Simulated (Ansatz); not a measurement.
TiTe2 in space group P4_2/mnm (No. 136; Ti on 2a, Te on 4f) at seven volumes, plane-wave PAW PBEsol (Ansatz code), shape and atoms relaxed at each. One row is withheld.

```tsv
V (Å³/atom)	P (GPa)
24.711	6.89
25.526	4.16
26.340	1.85
27.155	0.00
27.970	-1.61
28.784	?
29.599	-4.08
```

**Question.** Fit the shown pressures and predict the withheld one.

**Answer.** Third-order Birch–Murnaghan: P = (3/2)B₀(x^(7/2) − x^(5/2))[1 + (3/4)(B′ − 4)(x − 1)] with x = (V₀/V)^(2/3). Least squares on the six rows gives V₀ = 27.144 Å³/atom, B₀ = 58.16 GPa, B′ = 4.92. At V = 28.784, x = 0.9616 and P = -2.95 GPa. The run itself gave -2.93 GPa.

A made-up cell: these elements were put on the sites of a structure type; neither database checked (COD, Materials Project) lists it. COD files the formula under space group No. 164. Whether it is the stable phase at ambient conditions was not checked. The PBEsol relaxation kept the symmetry of its start; whether a distortion lowers the energy is not shown. No spin polarisation was allowed. Scalar-relativistic: spin–orbit coupling is off unless named, which matters more the heavier the elements.

Potentials: the earlier of the program's two PAW sets. The files were generated under PBE; for other functionals the program regenerates the frozen cores, and for LDA and PBEsol the local potential too.
